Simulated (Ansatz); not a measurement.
Ta$_{3}$Ge in space group P4_2/n (No. 86; Ta on 8g, Ta on 8g, Ta on 8g, Ge on 8g), the program Ansatz at the PBE level (PAW), all energies at zero smearing, with the estimated change up to a 700 eV cutoff added, with one set of potentials and settings (totals compare only within such a set). Cell of 32 atoms (24 Ta, 8 Ge): -272742.938 eV.

| element | reference phase | E (eV/atom) |
|---|---|---|
| Ta | Im-3m, 1 atoms in the cell | -9932.2522 |
| Ge | Fd-3m, 2 atoms in the cell | -4294.9847 |

Formation energy per atom, worked out: (-272742.938 − 24×(-9932.2522) − 8×(-4294.9847))/32 = -0.281 eV/atom (-27 kJ per mol of atoms), at 0 K, without zero-point energy or fitted corrections.

The first step of the workflow began from a Materials Project structure, measured or hypothetical; the Crystallography Open Database copy checked does not list it. Whether it is the stable phase at ambient conditions was not checked. Symmetry was held in the PBE relaxation; whether a distortion lowers the energy is not shown. The run is not spin-polarised. The references are the lowest solids computed at this level, not always the standard phases. Scalar-relativistic: spin–orbit coupling is off unless named, which matters more the heavier the elements.

Potentials: the later of the program's two PAW sets.
